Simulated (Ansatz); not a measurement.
VGe2 in space group P6_222 (No. 180; V on 3c, Ge on 6i) at seven volumes, the program Ansatz at the r²SCAN level (PAW), shape and atoms relaxed at each. One row is withheld.

| V (Å³/atom) | P (GPa) |
|---|---|
| 13.140 | 16.91 |
| 13.574 | 10.29 |
| 14.007 | 4.71 |
| 14.440 | 0.00 |
| 14.873 | -3.97 |
| 15.306 | ? |
| 15.740 | -9.83 |

Question: Fit the shown pressures and predict the withheld one.

Answer: P = (3/2)B₀(x^(7/2) − x^(5/2))[1 + (3/4)(B′ − 4)(x − 1)] with x = (V₀/V)^(2/3). Least squares on the six rows gives V₀ = 14.441 Å³/atom, B₀ = 142 GPa, B′ = 4.98. At V = 15.306, x = 0.9620 and P = -7.15 GPa. The run itself gave -7.21 GPa.

The workflow started from a Materials Project entry (that database holds measured and hypothetical structures alike); the Crystallography Open Database copy checked does not list it. Its standing as an ambient phase is unchecked. Symmetry was held in the r²SCAN relaxation; whether a distortion lowers the energy is not shown. Magnetic state: ferromagnetic, the only order run, not a proven ground state. Other orbital occupations within this spin state were not tried.

Potentials: the later of the program's two PAW sets.
